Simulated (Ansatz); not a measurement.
Relaxed-ion elastic tensor of Nb₂CS₂ in space group P-3m1 (No. 164; Nb on 2d, S on 2d, C on 1a) in GPa (Voigt order), DFT-LDA in the program Ansatz with PAW potentials; density 5.72 g/cm³, 15.20 Å³ per atom.

```
 292  58.5  20.9  -1.8   0.0   0.0
58.5   292  20.9   1.8   0.0   0.0
20.9  20.9  78.8   0.0   0.0   0.0
-1.8   1.8   0.0  20.6   0.0   0.0
 0.0   0.0   0.0   0.0  20.6  -1.8
 0.0   0.0   0.0   0.0  -1.8   117
```

Question: Is the crystal mechanically stable?

Answer: Yes: the smallest eigenvalue of C is 20.6 GPa.

Question: Work out the Voigt, Reuss and Hill averages.

Answer: K_V = 96.0, K_R = 63.0, K_H = 79.5; G_V = 69.2, G_R = 36.9, G_H = 53.0 GPa.

Question: Give Young's modulus, Poisson's ratio, Pugh's ratio and the universal anisotropy index.

Answer: E = 9KG/(3K + G) = 130 GPa; ν = 0.23; K/G = 1.50 (brittle by the Pugh limit of 1.75); A_U = 5G_V/G_R + K_V/K_R − 6 = 4.91.

Question: Estimate the sound speeds and the Debye temperature.

Answer: v_l = √((K + 4G/3)/ρ) = 5120 m/s, v_t = √(G/ρ) = 3040 m/s, mean 3370 m/s; Θ = (h/k)(3n/4πV)^(1/3) v_m = 405 K.

Question: Solve the Christoffel equation for the three sound speeds along x, y, z.

Answer: Eigenvalues of C_ijkl n_j n_l equal ρv². In km/s, slowest first: x 1.90, 4.52, 7.15; y 1.90, 4.52, 7.15; z 1.90, 1.90, 3.71.

Question: How much does each axis shrink under pressure?

Answer: Linear compressibilities β_i = Σ_j S_ij (j = 1 to 3): x 2.2, y 2.2, z 12 per TPa.

The workflow started from an entry of the Crystallography Open Database (COD), which files this formula under 2 space groups. Its standing as an ambient phase is unchecked. Symmetry was held in the LDA relaxation; whether a distortion lowers the energy is not shown. No spin polarisation was allowed. A crystal of weakly bound layers computed without a dispersion correction: the cell and the soft elastic constants depend strongly on that. As this level gives no gap, shear constants depend on the k-mesh and smearing (Fermi–Dirac, 0.1 eV here).

Potentials: the later of the program's two PAW sets.
